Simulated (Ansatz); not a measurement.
Al2Ru:
```
Al2Ru
1.0
   -1.54933     1.54933     4.17595
    1.54933    -1.54933     4.17595
    1.54933     1.54933    -4.17595
Al Ru
2 1
Direct
  0.65907   0.65907   0.00000
  0.34093   0.34093   0.00000
  0.00000   0.00000   0.00000
```

Relaxed with LDA. Special points in fractions of this cell's reciprocal vectors: Γ (0.000, 0.000, 0.000); X (0.000, 0.000, 0.500); P (0.250, 0.250, 0.250); N (0.000, 0.500, 0.000); M (0.500, 0.500, -0.500); S (0.284, 0.716, -0.284); S0 (-0.284, 0.284, 0.284); R (-0.069, 0.069, 0.500); G (0.500, 0.500, -0.069).

Question: List the band energies nearest the Fermi level at these points for LDA (plane waves, PAW; program Ansatz).

Answer: In eV from the Fermi level; about four levels below and three above (degenerate sets whole), none deeper than 8.9 eV; points with the same levels are listed once.

| k | below | above |
|---|---|---|
| Γ | -2.07 -2.07 -1.95 -1.00 | 2.49 4.67 6.12 6.12 |
| X | -3.52 -3.52 -3.19 -1.30 -0.35 | 0.26 1.87 2.08 |
| P | -3.50 -1.73 -1.73 -0.50 | 0.26 1.26 3.53 3.53 |
| N | -3.03 -2.77 -2.65 -1.49 | 0.58 3.15 5.16 |
| M | -2.72 -1.62 -1.62 -0.97 | 3.15 3.15 6.38 |
| S | -2.97 -2.59 -2.51 -1.46 | 0.28 3.35 5.90 |
| R | -3.45 -3.18 -1.26 -1.03 | 0.14 1.96 2.53 |

Space group I4/mmm (MoSi2 or CaC2 type). The workflow started from a Materials Project entry (that database holds measured and hypothetical structures alike); the Crystallography Open Database copy checked does not list it. With Al and Ru taken as one species the cell has the higher symmetry I4/mmm, so it may be an ordered model of a mixed-site phase. Its standing as an ambient phase is unchecked. The LDA relaxation kept the symmetry of its start; of distortions, only those at the zone centre were tested. No spin polarisation was allowed. Spin–orbit coupling is left out wherever it is not named.

Potentials: the later of the program's two PAW sets.
